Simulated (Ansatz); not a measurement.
Cs2IBrCl6:
```yaml
crystal:
  lattice:
    - [0.00000, 5.65917, 5.65917]
    - [5.65917, 0.00000, 5.65917]
    - [5.65917, 5.65917, 0.00000]
  atoms:
    - { symbol: Cs, position: [0.25000, 0.25000, 0.25000] }
    - { symbol: Cs, position: [0.75000, 0.75000, 0.75000] }
    - { symbol: I, position: [0.00000, 0.00000, 0.00000] }
    - { symbol: Br, position: [0.50000, 0.50000, 0.50000] }
    - { symbol: Cl, position: [0.22404, 0.77596, 0.77596] }
    - { symbol: Cl, position: [0.77596, 0.22404, 0.22404] }
    - { symbol: Cl, position: [0.77596, 0.22404, 0.77596] }
    - { symbol: Cl, position: [0.22404, 0.77596, 0.22404] }
    - { symbol: Cl, position: [0.77596, 0.77596, 0.22404] }
    - { symbol: Cl, position: [0.22404, 0.22404, 0.77596] }
```

Relaxed with HSE06. Special points in fractions of this cell's reciprocal vectors: Γ (0.000, 0.000, 0.000); X (0.500, 0.000, 0.500); U (0.625, 0.250, 0.625); K (0.375, 0.375, 0.750); L (0.500, 0.500, 0.500); W (0.500, 0.250, 0.750).

**Question.** List the band energies nearest the valence-band maximum at these points for plane-wave PAW HSE06 (Ansatz code).

**Answer.** In eV from the valence-band maximum; about four levels below and three above (degenerate sets whole), none deeper than 8.9 eV; points with the same levels are listed once.

| k | below | above |
|---|---|---|
| Γ | -2.08 -1.54 -1.54 -1.54 | 2.28 2.28 2.28 |
| X | -2.03 -1.32 -1.32 -1.14 | 2.17 2.23 2.23 |
| U | -2.39 -1.19 -0.91 -0.68 | 1.90 1.94 2.18 |
| L | -2.88 -0.51 -0.51 0.00 | 1.46 1.60 1.60 |
| W | -2.31 -1.22 -1.22 -0.30 | 1.55 2.19 2.19 |

Space group Fm-3m. The workflow started from a Materials Project entry (that database holds measured and hypothetical structures alike); the Crystallography Open Database copy checked does not list it. Its standing as an ambient phase is unchecked. The cell was relaxed with HSE06 under the symmetry of its start; whether a distortion lowers the energy is not shown. The hybrid was solved on a coarse mesh, the path and, where they were found, the r²SCAN edge points; its band edges are the extreme levels among these. Scalar-relativistic: spin–orbit coupling is off unless named, which matters more the heavier the elements.

Potentials: the later of the program's two PAW sets.
